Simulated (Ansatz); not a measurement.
**CsSnI₃: Sn-119 Mössbauer parameters**

Cell: a refined structure from the COD whose atoms were relaxed with PBE, the cell held.

```
Cs Sn I
1.0
    10.34950    0.00000    0.00000
     0.00000    4.76320    0.00000
     0.00000    0.00000   17.68400
Cs Sn I
4 4 12
Cartesian
  9.4633 3.5724 11.8572
  6.0610 1.1908 3.0152
  4.2885 3.5724 14.6688
  0.8862 1.1908 5.8268
  3.5340 1.1908 9.9213
  1.6408 3.5724 1.0793
  8.7087 1.1908 16.6047
  6.8155 3.5724 7.7627
  5.5042 3.5724 10.8769
  10.0201 1.1908 2.0349
  0.3294 3.5724 15.6491
  4.8453 1.1908 6.8071
  1.6893 3.5724 8.8475
  3.4855 1.1908 0.0055
  6.8640 3.5724 17.6785
  8.6602 1.1908 8.8365
  2.0885 1.1908 12.5755
  3.0863 3.5724 3.7335
  7.2632 1.1908 13.9505
  8.2610 3.5724 5.1085
```

Sites (sets of like atoms) are named by element and the number of their first atom in this list.

All values are calculated (Ansatz; DFT, r2SCAN, plane waves and PAW, scalar-relativistic, 500 eV cutoff, Γ-centred 3×6×2 k-points, Fermi–Dirac smearing 0.02 eV), not measured.

Isomer shifts (against SnO₂) follow from the electron density at the nucleus, δ = α(ρ − ρ₀), with α = 0.093 mm s⁻¹ a₀³ and ρ₀ = 183072.84 a₀⁻³ from a line fitted to 8 measured compounds at this level of theory (rms miss 0.14 mm/s). ΔE_Q = ½eQV_zz(1 + η²/3)^½ with Q = -0.132 b for the 23.9 keV state.

Problem. What would the Sn-119 spectrum's parameters be?

Solution. 

| site | atoms | first shell | ρ − ρ₀ (a₀⁻³) | δ (mm/s) | ΔE_Q (mm/s) | η |
| --- | --- | --- | --- | --- | --- | --- |
| Sn | 5, 6, 7, 8 | 6 I at 3.02–3.38 Å | 43.5 | 4.04 | 0.38 | 0.42 |



Without spin–orbit coupling the gradients at and beside I can be off by some per cent, at some sites by more. With these PAW files V_zz is typically within 2 to 3 % of all-electron values, but misses above 10 % occur on Sn. Shifts outside the range of the fitted compounds (-0.5 to 3.2 mm/s for Sn) are extrapolations.

The run took 6.7 min of wall time (13 min of CPU time) and 4.6 GiB at its peak, on 2 threads of Intel Xeon Processor @ 2.50GHz (Skylake/Cascade Lake) (x86_64; 62 cores open to the job, memory cap 5.0 GiB, no GPU), a shared host with a load of 0.8 a core.
